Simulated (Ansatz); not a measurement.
This run works on a proposed trial structure, not on a known crystal.

Input and command of a plane-wave DFT calculation in Ansatz:

```yaml
crystal:
  lattice:
    - [3.22, 0.0, 0.0]
    - [0.0, 3.22, 0.0]
    - [0.0, 0.0, 13.65]
  atoms:
    - { symbol: Zr, position: [0.5, 0.5, 0.865] }
    - { symbol: Zr, position: [0.0, 0.0, 0.275] }
    - { symbol: Zr, position: [0.5, 0.5, 0.135] }
    - { symbol: W, position: [0.5, 0.5, 0.405] }
    - { symbol: W, position: [0.0, 0.0, 0.515] }
    - { symbol: W, position: [0.5, 0.5, 0.625] }
    - { symbol: W, position: [0.0, 0.0, 0.735] }
    - { symbol: Se, position: [0.0, 0.0, 0.0] }
basis:
  ecutwfc: 420
kpoints:
  mp_grid: { grid: [5, 5, 2] }
hamiltonian:
  xc: pbe
scf:
  occupations: { method: gaussian, width: 0.2 }
  lower_state_search: "off"
output:
  forces: true
  stress: true
  eigenvalues: true
relax:
  adjacent_minimum: "off"
  f_tol: 0.08
  max_steps: 16
  cell: { stress_tol: 0.8 }
```

```bash
ansatz run input.yaml --threads 1 --pin off --max-ram 2560MiB --backend cpu --events-out ev --progress --plain --runs-dir out
```

Processor: Intel(R) Xeon(R) 6975P-C (Granite Rapids), 1 thread, on a host shared with other jobs.

How long does it run, and how much memory does it take?

About 64 s, peak memory 0.5 GiB. It solves 65 bands at 12 k points (after reduction by symmetry) with about 2943 plane waves (on the last cell), in 54 SCF iterations over 7 ionic steps.
